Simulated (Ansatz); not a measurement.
One crystal and one scan (energy against volume) at two levels, r2SCAN (plane waves to 500 eV, PAW, scalar-relativistic; Ansatz, a program for electronic structure) and PBE (plane waves to 420 eV, PAW, scalar-relativistic; Ansatz), each from its own relaxed cell and on its own mesh. The cell shown is that of r2SCAN.

Cr (bcc, W type)

```
CELL_PARAMETERS angstrom
     -1.41466     1.41466     1.41466
      1.41466    -1.41466     1.41466
      1.41466     1.41466    -1.41466
ATOMIC_POSITIONS crystal
  Cr 0.00000 0.00000 0.00000
```

The volume is varied about the relaxed value V₀ at fixed cell shape. Symmetry pins the atoms to their sites.

E stands for the smeared free energy. Cr is run without spin polarisation. Cr was relaxed with its symmetry unable to fall. Real Cr orders magnetically; this run has no moments, which shifts volume and moduli. Percentages come from the unrounded values. Both scans cover V/V₀ from 0.840 to 1.160.

Results of r2SCAN:

| Quantity | Value |
|---|---|
| Lattice constant a (Å) | 2.829 |
| Pressure at the smallest volume (GPa) | 69.1 |
| Energy cost of the largest compression (meV/atom) | 337 |
| Energy cost of the largest expansion (meV/atom) | 194 |
| Bulk modulus B₀ (third-order Birch-Murnaghan fit) (GPa) | 276.7 |
| Pressure for 5 % compression (fit) (GPa) | 15.8 |

What does PBE give for the same quantities?


```
quantity                                                   PBE     r2SCAN − PBE
-------------------------------------------------------  -----  ---------------
Lattice constant a (Å)                                   2.848  -0.019 (-0.7 %)
Pressure at the smallest volume (GPa)                     64.6    +4.5 (+6.9 %)
Energy cost of the largest compression (meV/atom)          321     +16 (+5.1 %)
Energy cost of the largest expansion (meV/atom)            183       +11 (+6 %)
Bulk modulus B₀ (third-order Birch-Murnaghan fit) (GPa)  256.9   +19.8 (+7.7 %)
Pressure for 5 % compression (fit) (GPa)                  14.7      +1.1 (+7 %)
```

r2SCAN gives the higher value for: pressure at the smallest volume; energy cost of the largest compression; energy cost of the largest expansion; bulk modulus B₀; pressure for 5 % compression. r2SCAN gives the lower value for: lattice constant a. Neither level is exact: the differences show how much the result hangs on the functional.

(Under strain, the slope of the energy per volume gives the stress and its curvature an elastic modulus.)
